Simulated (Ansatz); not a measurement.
Relaxed-ion elastic tensor of Ta$_{2}$O$_{5}$ in space group I4/mmm (No. 139; Ta on 4e, O on 2a, O on 8f) in GPa (Voigt order), the program Ansatz at the r²SCAN level (PAW); density 5.58 g/cm³, 18.78 Å³ per atom.

```
 296   146   119   0.0   0.0   0.0
 146   296   119   0.0   0.0   0.0
 119   119   169   0.0   0.0   0.0
 0.0   0.0   0.0  23.4   0.0   0.0
 0.0   0.0   0.0   0.0  23.4   0.0
 0.0   0.0   0.0   0.0   0.0   199
```

### Question
Is the crystal mechanically stable?

### Answer
Yes: the smallest eigenvalue of C is 23.4 GPa.

### Question
Work out the Voigt, Reuss and Hill averages.

### Answer
K_V = 170, K_R = 152, K_H = 161; G_V = 74.4, G_R = 39.8, G_H = 57.1 GPa.

### Question
Give Young's modulus, Poisson's ratio, Pugh's ratio and the universal anisotropy index.

### Answer
E = 9KG/(3K + G) = 153 GPa; ν = 0.34; K/G = 2.82 (ductile by the Pugh limit of 1.75); A_U = 5G_V/G_R + K_V/K_R − 6 = 4.46.

### Question
Estimate the sound speeds and the Debye temperature.

### Answer
v_l = √((K + 4G/3)/ρ) = 6520 m/s, v_t = √(G/ρ) = 3200 m/s, mean 3590 m/s; Θ = (h/k)(3n/4πV)^(1/3) v_m = 402 K.

### Question
Solve the Christoffel equation for the three sound speeds along x, y, z.

### Answer
Eigenvalues of C_ijkl n_j n_l equal ρv². In km/s, slowest first: x 2.05, 5.97, 7.28; y 2.05, 5.97, 7.28; z 2.05, 2.05, 5.50.

### Question
How much does each axis shrink under pressure?

### Answer
Linear compressibilities β_i = Σ_j S_ij (j = 1 to 3): x 1.1, y 1.1, z 4.4 per TPa.

The workflow started from a Materials Project entry (that database holds measured and hypothetical structures alike); the Crystallography Open Database copy checked does not list it. COD files the formula under space group No. 49, so this cell is another polymorph or a model. Whether it is the stable phase at ambient conditions was not checked. Symmetry was held in the r²SCAN relaxation. At this level the phase is dynamically unstable (imaginary phonons). The run is not spin-polarised. Scalar-relativistic: spin–orbit coupling is off unless named, which matters more the heavier the elements.

Potentials: the later of the program's two PAW sets.
